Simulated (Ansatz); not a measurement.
CaRe$_{2}$Bi$_{2}$: reading a single point

```xyz
5
Lattice="4.6533 0.0000 0.0000 -2.3267 4.0299 0.0000 0.0000 0.0000 7.5374" Properties=species:S:1:pos:R:3 pbc="T T T"
Ca    0.0000    0.0000    0.0000
Re   -0.0002    2.6867    4.7493
Re    2.3269    1.3432    2.7881
Bi   -0.0002    2.6867    1.8188
Bi    2.3269    1.3432    5.7186
```

Level: r2SCAN, no spin polarisation; 500 eV; 8×8×5 Γ-centred mesh; fermi-dirac occupations (width 0.1 eV); Ansatz 0.2.0, fixed geometry.

**Formation energy.** 1.01 eV an atom against the elements' usual phases (free molecules for gases, crystals otherwise, with no correction for O₂ or N₂), so at this geometry it isn't bound against them. Relaxing would lower it.
**Forces.** The largest is on Bi5 (and as large on other atoms): 1.68 eV/Å, components (0.00, 0.00, -1.68). It makes 70° with the line to a nearest neighbour, Re2 at 2.86 Å.
**At the Fermi level.** It is a metal, with about 7.6 states/eV a cell as the mean within 0.25 eV of the Fermi level, mostly Re d (87 %).
**Contacts.** Re–Bi at 2.86 Å: least valence density 0.37 e/Å³ and ELF 0.41 there. Ca–Bi at 3.24 Å: least valence density 0.11 e/Å³ and ELF 0.06 there. Re–Re at 3.33 Å: least valence density 0.21 e/Å³ and ELF 0.46 there. These are pseudo-fields; inside the PAW spheres they differ from the all-electron ones.
**Charges.** Bader charges in e: Ca +1.40, Re -0.16, Bi -0.54. In the mean Ca gives up most and Bi takes most.
**Stress.** The pressure is -11.6 GPa (compression positive), so with the atoms held at these fractions the cell would first shrink; the forces are large, so a full relaxation may end otherwise. The principal stresses -12.5, -11.1, -11.1 GPa differ, so its shape would change too.

Origin: a known structure type with other elements, at an estimated volume, so it need not be a known compound. Caveats: many states at the Fermi level without spin polarisation, so a magnetic state may lie lower; atoms or cell far from equilibrium.
